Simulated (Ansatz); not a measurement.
# TiClF (P6_3mc) at 2 levels of theory

One geometry, relaxed with PBE; plane waves with PAW potentials in Ansatz, scalar-relativistic. No spin polarisation. +U rows take U_eff Ti 4.00 eV on the d shells. Gaps are the least over mesh and band path; pressure is positive in compression.

```
Ti Cl F
1.0
     3.08845    0.00000    0.00000
    -1.54423    2.67468    0.00000
     0.00000    0.00000   13.28022
Ti Cl F
2 2 2
Direct
  0.33333 0.66667 0.47718
  0.66667 0.33333 0.97718
  0.00000 0.00000 0.09979
  0.00000 0.00000 0.59979
  0.00000 0.00000 0.38454
  0.00000 0.00000 0.88454
```

```json
{"level": "PBE", "cutoff (eV)": "420", "k mesh": "12×12×2", "gap (eV)": "1.12", "pressure (GPa)": "0.0"}
```

What comes out on the same cell with PBE+U?

```json
{"level": "PBE+U", "cutoff (eV)": "420", "k mesh": "12×12×2", "gap (eV)": "0.74", "pressure (GPa)": "3.3"}
```

The cell holds layers, chains or molecules and no dispersion correction was added, so their binding is poorly described.

The cell was found from a structure generator's guess, not taken from experiment.
